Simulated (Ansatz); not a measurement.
# Structure relaxation, ZrO₂

The start is a generated cell, ZrO2 placed in the baddeleyite structure type. A full variable-cell relaxation at zero pressure is run with r2SCAN (plane waves to 500 eV, PAW, scalar-relativistic; Ansatz, an electronic-structure program). The first steps use a coarse 4×4×4 k-mesh.

The start:
```
CELL_PARAMETERS angstrom
      5.15050     0.00000     0.00000
      0.00000     5.21160     0.00000
     -0.85288     0.00000     5.24845
ATOMIC_POSITIONS crystal
  Zr 0.27540 0.03950 0.20830
  Zr 0.72460 0.53950 0.29170
  Zr 0.72460 0.96050 0.79170
  Zr 0.27540 0.46050 0.70830
  O  0.07000 0.33170 0.34470
  O  0.93000 0.83170 0.15530
  O  0.93000 0.66830 0.65530
  O  0.07000 0.16830 0.84470
  O  0.44960 0.75690 0.47920
  O  0.55040 0.25690 0.02080
  O  0.55040 0.24310 0.52080
  O  0.44960 0.74310 0.97920
```

### Question
What is the largest force in the starting geometry, and on which atom (counted from 1)?

### Answer
0.18 eV/Å, on Zr1, Zr2, Zr3, Zr4 (atoms numbered as listed).

### Question
By how much does the energy per atom fall from start to end?

### Answer
0.001 eV/atom.

### Question
How does the volume per atom move from start to end?

### Answer
+0.6 %, from 11.74 to 11.81 Å³/atom.

### Question
How do the shortest distances between atoms change?

### Answer
The closest pairs of elements (up to four, under 3.6 Å), start → end: O–Zr 2.05 → 2.05 Å; O–O 2.54 → 2.55 Å; Zr–Zr 3.33 → 3.35 Å.

### Question
What does it relax into? Give the structure.

### Answer

```cif
data_O8Zr4
_chemical_formula_sum 'Zr4 O8'
_space_group_name_H-M_alt 'P21/c'
_space_group_IT_number 14
_space_group_name_Hall '-P 2ybc'
_cell_length_a 5.15426
_cell_length_b 5.22574
_cell_length_c 5.33132
_cell_angle_alpha 90.000
_cell_angle_beta 99.411
_cell_angle_gamma 90.000
loop_
_space_group_symop_operation_xyz
  'x, y, z'
  '-x, -y, -z'
  '-x, y+1/2, -z+1/2'
  'x, -y+1/2, z+1/2'
loop_
_atom_site_label
_atom_site_type_symbol
_atom_site_symmetry_multiplicity
_atom_site_Wyckoff_symbol
_atom_site_fract_x
_atom_site_fract_y
_atom_site_fract_z
_atom_site_occupancy
Zr1 Zr 4 e 0.27613 0.04213 0.20973 1
O1 O 4 e 0.06882 0.33282 0.34470 1
O2 O 4 e 0.55034 0.25727 0.02218 1
```

The space group stays P2₁/c (No. 14) (the run could not lower it); the end is AFLOW prototype A2B_mP12_14_2e_e (C43, as in ZrO2), with 12 atoms in the primitive cell. Final values are on a 5×5×5 k-mesh of the relaxed cell. No spin polarisation in the result.

The run could not lose the symmetry of its start; a randomly shaken copy of 12 atoms returns to this structure.
